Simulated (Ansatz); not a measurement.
AgBr:
```yaml
crystal:
  lattice:
    - [0.00000, 2.92045, 2.92045]
    - [2.92045, 0.00000, 2.92045]
    - [2.92045, 2.92045, 0.00000]
  atoms:
    - { symbol: Ag, position: [0.00000, 0.00000, 0.00000] }
    - { symbol: Br, position: [0.50000, 0.50000, 0.50000] }
```

Relaxed with PBE (plane waves, PAW; program Ansatz). Indices refer to the conventional cell of Fm-3m, a = b = c = 5.841 Å, α = β = γ = 90.00°.

Simulate the powder diffraction pattern (Cu Kα, λ = 1.54184 Å; lines above 1 %) up to 2θ = 90°.

Simulated powder pattern, Cu Kα, λ = 1.54184 Å (kinematic, ideal powder, no thermal factors, no anomalous dispersion; the 30 strongest lines at most, above 1 %, up to 2θ = 90°):

```
2θ (°)  d (Å)  I/Imax (%)    hkl
------  -----  ----------  -----
26.43   3.372         4.7  (111)
30.61   2.920         100  (200)
43.84   2.065          72  (220)
51.92   1.761         2.0  (311)
54.41   1.686          25  (222)
63.73   1.460          11  (400)
72.35   1.306          31  (420)
80.57   1.192          23  (422)
```

The cell was relaxed with PBE under the symmetry of its start. No spin polarisation was allowed.

Potentials: the later of the program's two PAW sets.
